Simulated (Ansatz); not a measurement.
Here is the system:

Pt:
```xyz
2
Lattice="2.7269 0.0000 0.0000 -1.3634 2.3615 0.0000 0.0000 0.0000 4.6997" Properties=species:S:1:pos:R:3 pbc="T T T"
Pt     1.3634     0.7872     3.5247
Pt     0.0000     1.5744     1.1749
```

This is the PBEsol-relaxed structure.

**Question.** All from DFT-PBEsol in the program Ansatz with PAW potentials, unless another level is named. Give the density of states at the Fermi level.

**Answer.** 1.7 states/eV per atom (mean over ±0.08 eV).

**Question.** Next, the gap with spin–orbit coupling?

**Answer.** none (metallic).

Space group P6_3/mmc (hcp (Mg type)). The first step of the workflow began from a Materials Project structure, measured or hypothetical; the Crystallography Open Database copy checked does not list it. It is not the phase usual at ambient conditions (space group No. 225). Symmetry was held in the PBEsol relaxation; of distortions, only those at the zone centre were tested. No spin polarisation was allowed. Scalar-relativistic: spin–orbit coupling is off unless named, which matters more the heavier the elements.

Potentials: the later of the program's two PAW sets.
